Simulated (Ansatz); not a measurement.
Method: PBE, no spin polarisation; PAW, plane waves to 420 eV, 7×7×7 Γ-centred mesh, fermi-dirac occupations (width 0.09 eV) (Ansatz 0.2.0), atoms fixed. The cell carries a charge of +1 e on a uniform background.

Computed maps in the lattice plane spanned by a (left to right, 6.11 Å, 19 points from zero) and b (bottom to top, 6.11 Å, 19 points from zero), 99° apart, at height 0.000 along c. The fields are smooth PAW ones with compensation charges, not the true ones near nuclei.

Valence density. Digits on a logarithmic scale: 0 up to 0.03 e/Å³, each further digit a factor of 1.6, 9 from 1.3 e/Å³ up:
```
9986421124577778899
9976421113567777789
8876531012345555678
8877532001233334578
6477642112222223577
3377532234553223577
6676532468886323577
7765423699998523467
6553224899998522355
4332125899998421234
2211125899996310112
1111123688864210011
1222222355432222111
2333322222223343322
4555432111245565544
6766532112356777666
9986532113567777778
9997532123576348899
9996421124676368899
```

ELF. Ten even steps from '0' (0.00) to '9' (0.89):
```
1354200015897359862
6776310014899887656
9997631002688764468
8778862000124433479
0029972000000013685
0049960014531004783
1289930289996104897
8999501799999302899
8875103997799501688
5421005997799400245
1000004999998100011
0000001699972000000
0001100145310022100
0112210000003676310
2333321000159998632
4554321001599998764
5555310002798427975
1255310004892007973
3154200015881008961
```

**Question.** The cell is KAg$_{2}$AsP$_{4}$. Which atoms lie within 0.2 Å of this plane, and where (fractions of a and b)?

**Answer.** As at (0.00, 0.00), K at (0.50, 0.50), P at (0.03, 0.70), P at (0.70, 0.03). The whole cell:
```
Ag As K P
1.0
    -3.29288    3.29288    3.95014
     3.29288   -3.29288    3.95014
     3.29288    3.29288   -3.95014
Ag As K P
2 1 1 4
Direct
  0.25000 0.75000 0.50000
  0.75000 0.25000 0.50000
  0.00000 0.00000 0.00000
  0.50000 0.50000 0.00000
  0.03150 0.69650 0.00000
  0.30350 0.30350 0.33500
  0.69650 0.03150 0.00000
  0.96850 0.96850 0.66500
```

Origin: a known structure type with other elements, at an estimated volume, so it need not be a known compound. Caveats: many states at the Fermi level without spin polarisation, so a magnetic state may lie lower; atoms or cell far from equilibrium; charged cell with a uniform background.
